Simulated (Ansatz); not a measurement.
All numbers below come from Ansatz, DFT, m-r2SCAN, plane waves (500 eV) with PAW, scalar-relativistic. The PAW files were generated under PBE, with cores re-solved for the functional.

An element in the diamond structure gives this curve. The cell is scaled uniformly from the relaxed one, with fractional coordinates and shape fixed. Energies are extrapolated to zero smearing, pressures are those at the given smearing. Magnetic state: non-magnetic.

| V (Å³/atom) | E − E₀ (meV/atom) | P (GPa) |
| --- | --- | --- |
| 32.424 | 107.4 | 8.94 |
| 33.898 | 43.3 | 5.19 |
| 35.372 | 9.7 | 2.27 |
| 36.846 | 0.0 | 0.01 |
| 38.320 | 8.5 | -1.72 |
| 39.793 | 31.0 | -3.04 |
| 41.267 | 64.2 | -4.03 |

Task: Which element is it?
A. scandium
B. lanthanum
C. yttrium
D. palladium

Result: B. Its fit is V₀ = 36.83 Å³/atom, B₀ = 49 GPa, B₀′ = 5.5.

m-r²SCAN is r²SCAN on the gauge-invariant kinetic-energy density; without spin polarisation the two are equal.
